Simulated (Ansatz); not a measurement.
# VO₂: computed property card

VO2:
```
CELL_PARAMETERS angstrom
      5.92970     1.84898     0.00000
     -5.92970     1.84898     0.00000
     -1.84368     0.00000     6.04185
ATOMIC_POSITIONS crystal
  V  0.69917 0.30083 0.28459
  V  0.30083 0.69917 0.71541
  V  0.60025 0.39975 0.70385
  V  0.39975 0.60025 0.29615
  O  0.63973 0.36027 0.00570
  O  0.36027 0.63973 0.99430
  O  0.76586 0.23414 0.65499
  O  0.23414 0.76586 0.34501
  O  0.55873 0.44127 0.36465
  O  0.44127 0.55873 0.63535
  O  0.86688 0.13312 0.29946
  O  0.13312 0.86688 0.70054
```
The run is spin-polarised; directions of the spins, atom by atom: ↑ ↑ ↑ ↑ 0 0 0 0 0 0 0 0.

Space group C2/m (No. 12); conventional cell a = 11.859 Å, b = 3.698 Å, c = 6.317 Å, α = γ = 90.00°, β = 106.97°.

Method: the program Ansatz at the PBEsol level (PAW). Geometry: relaxed at this level of theory. Other levels are named where they apply.

### Cell and energy

```
Item                                                           Value
-----------------------------------------------------  -------------
Volume per atom                                             11.04 Å³
Density                                                   4.16 g/cm³
Formation energy from the elements (no fitted shifts)  -2.39 eV/atom
```

### Electronic structure

```
Item                                                                        Result
------------------------------------  --------------------------------------------
Electronic character                                             metallic (no gap)
Density of states at the Fermi level  0.46 states/eV per atom (mean over ±0.08 eV)
```

### Magnetism

```
Property                  Result
--------------  ----------------
Magnetic order     ferromagnetic
Net moment      0.33 μB per atom
```

The first step of the workflow began from a Materials Project structure, measured or hypothetical; the Crystallography Open Database files this formula in space group No. 12, but the cells were not matched. Whether it is the stable phase at ambient conditions was not checked. Symmetry was held in the PBEsol relaxation; its stability against distortions is not shown here. Spin order of the final state: ferromagnetic, chosen from 2 collinear starts compared on coarse meshes (ties went to the first, and starts can fall back to one state), not a proven ground state. No Hubbard U is applied. The compound may be a true metal, but semilocal functionals without U, or a wrong spin order, can also close a gap. Point labels and valley counts follow the cell and symmetry of the run, lower than the named group. The references are the lowest solids computed at this level, not always the standard phases (solids in place of the gases).

Potentials: the later of the program's two PAW sets.
